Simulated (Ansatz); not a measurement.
A relaxed structure of K is spoiled in several ways and relaxed again each time (noise and exchanges are one random draw each; squeezed and stretched starts keep its symmetry, which their runs cannot lower; pressure is positive under compression). Level of theory: r2SCAN (plane waves to 500 eV, PAW, scalar-relativistic; Ansatz, a quantum-chemistry and plane-wave program).

```cif
data_K2
_chemical_formula_sum 'K2'
_space_group_name_H-M_alt 'Im-3m'
_space_group_IT_number 229
_space_group_name_Hall '-I 4 2 3'
_cell_length_a 5.34415
_cell_length_b 5.34415
_cell_length_c 5.34415
_cell_angle_alpha 90.000
_cell_angle_beta 90.000
_cell_angle_gamma 90.000
loop_
_atom_site_label
_atom_site_type_symbol
_atom_site_symmetry_multiplicity
_atom_site_Wyckoff_symbol
_atom_site_fract_x
_atom_site_fract_y
_atom_site_fract_z
_atom_site_occupancy
K1 K 2 a 0.00000 0.00000 0.00000 1
```
(The calculation used a cell of 1 atom; values per cell refer to that cell.)

```tsv
change	first pressure (GPa)	largest first force (eV/Å)	released (eV/atom)	moves	outcome	final group	E − E(parent) (eV/atom)
stretched uniformly to 115 % of its volume	-0.4	0.00	0.01	4	returns to the parent	Im-3m	0.00
stretched uniformly to 150 % of its volume	-0.7	0.00	0.11	5	returns to the parent	Im-3m	0.00
doubled along one cell vector, shaken by Gaussian noise of σ = 0.08 Å a coordinate	0.0	0.04	0.00	7	same energy, other cell	C2/m (nearly I4/mmm)	0.00
```

First-step values come from each run's starting, coarser k-mesh (8×8×8, 9×5×9). Each cell has its own k-point mesh; energy differences are given only to the digits this allows. No spin polarisation in the result.
